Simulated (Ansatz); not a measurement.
# Sn$_{3}$Se: energy along a strain

Sn$_{3}$Se, Fm-3m, a = 7.456 Å. The structure is a Materials Project entry; whether it is the stable form wasn't checked. Ansatz: PBE, PAW, 420 eV, Γ-centred 12×12×12 mesh on 4 atoms, Gaussian smearing 0.15 eV; no spin polarisation. Cell vectors (Å): 0.000 3.728 3.728; 3.728 0.000 3.728; 3.728 3.728 0.000. The cell is strained by x per cent times the pattern (0 0 1 0 0 0) in the order xx yy zz yz xz xy (engineering shears), with fractional coordinates held. y is the free energy over the start, V0 = 25.905 Å³/atom. Points with a strain past 8.5 % were computed too (3) and aren't used here.

| x (%) | y (meV/atom) |
| --- | --- |
| -7.50 | ? |
| -5.00 | 11.87 |
| -2.50 | 3.01 |
| 0.00 | 0.00 |
| 2.50 | 1.66 |
| 5.00 | 7.67 |
| 7.50 | 17.54 |

Question: Fit y = c1 x + c2 x² + c3 x³ to the other rows, get the stiffness along the pattern, and predict the missing energy.

Answer: Least squares on the rows shown. y = −0.25927 x + 0.39092 x² − 0.0060009 x³. The clamped-ion stiffness p·C·p = 2 × 3.909 eV × 160.2 / 25.905 Å³ = 48 GPa, which is C33 in these axes (C11 of the cubic crystal); c1 is there for the stress left in the start, which by itself gives a slope of -0.23 meV/atom per %. At x = -7.50 the fit asked for gives 26.47 meV/atom. The run gave 27.35 meV/atom, so the fit is 0.88 meV/atom too low, 3.2 % of the span of the series, against an rms of 0.09 meV/atom on the fitted rows. The row lies outside the fitted range. With a term in x⁴ added, a fit to the same known rows predicts 27.87 meV/atom, a smaller miss on the other side.

Cost: 10 runs of about 6.8 core-minutes in all, on Intel Xeon Processor @ 2.70GHz (shared hosts).